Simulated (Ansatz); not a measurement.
Consider the following.

ZnCdO₂:
```cif
data_CdO2Zn
_chemical_formula_sum 'Zn1 Cd1 O2'
_space_group_name_H-M_alt 'P3m1'
_space_group_IT_number 156
_space_group_name_Hall 'P 3 -2"'
_cell_length_a 3.31836
_cell_length_b 3.31836
_cell_length_c 5.56288
_cell_angle_alpha 90.000
_cell_angle_beta 90.000
_cell_angle_gamma 120.000
loop_
_atom_site_label
_atom_site_type_symbol
_atom_site_symmetry_multiplicity
_atom_site_Wyckoff_symbol
_atom_site_fract_x
_atom_site_fract_y
_atom_site_fract_z
_atom_site_occupancy
Zn1 Zn 1 a 0.00000 0.00000 0.99673 1
Cd1 Cd 1 c 0.66667 0.33333 0.48695 1
O1 O 1 c 0.66667 0.33333 0.09878 1
O2 O 1 a 0.00000 0.00000 0.65354 1
```

This is the LDA-relaxed structure.

Question: All from plane-wave PAW LDA (Ansatz code), unless another level is named. Predict the highest zone-centre frequency.

Answer: 559 cm⁻¹.

Question: What about the bulk modulus (Birch–Murnaghan fit)?

Answer: 127 GPa.

The first step of the workflow began from a Materials Project structure, measured or hypothetical; the Crystallography Open Database copy checked does not list it. Whether it is the stable phase at ambient conditions was not checked. Symmetry was held in the LDA relaxation; of distortions, only those at the zone centre were tested. As this level gives no gap, phonon frequencies hold no LO–TO term and depend on the k-mesh and smearing (Fermi–Dirac, 0.1 eV here).

Potentials: the later of the program's two PAW sets.
